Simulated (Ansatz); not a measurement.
Consider the following.

SiO2:
```xyz
9
Lattice="4.9201 0.0000 0.0000 -2.4600 4.2609 0.0000 0.0000 0.0000 5.4160" Properties=species:S:1:pos:R:3 pbc="T T T"
Si    -1.1535     1.9979     1.8053
Si     1.3066     2.2631     0.0000
Si     2.3069     0.0000     3.6107
O     -1.0896     3.1140     2.9728
O      0.3081     1.7603     1.1675
O      0.7815     3.6476     4.7781
O      3.2416     0.6133     2.4432
O      1.3704     1.1470     4.2486
O      2.7681     2.5006     0.6379
```

This is the r²SCAN-relaxed structure.

### Question
All from the program Ansatz at the r²SCAN level (PAW), unless another level is named. Give the electronic dielectric constant ε∞ (DFPT).

### Answer
2.37 (xx = yy), 2.40 (zz).

### Question
Next, the largest static χ(2) component?

### Answer
0.69 pm/V.

### Question
And the Born charges (a third of the trace)?

### Answer
Si +3.38, O -1.69 e.

Space group P3_221. The r²SCAN relaxation kept the symmetry of its start; phonons on a q-mesh show no instability.

Potentials: the earlier of the program's two PAW sets.
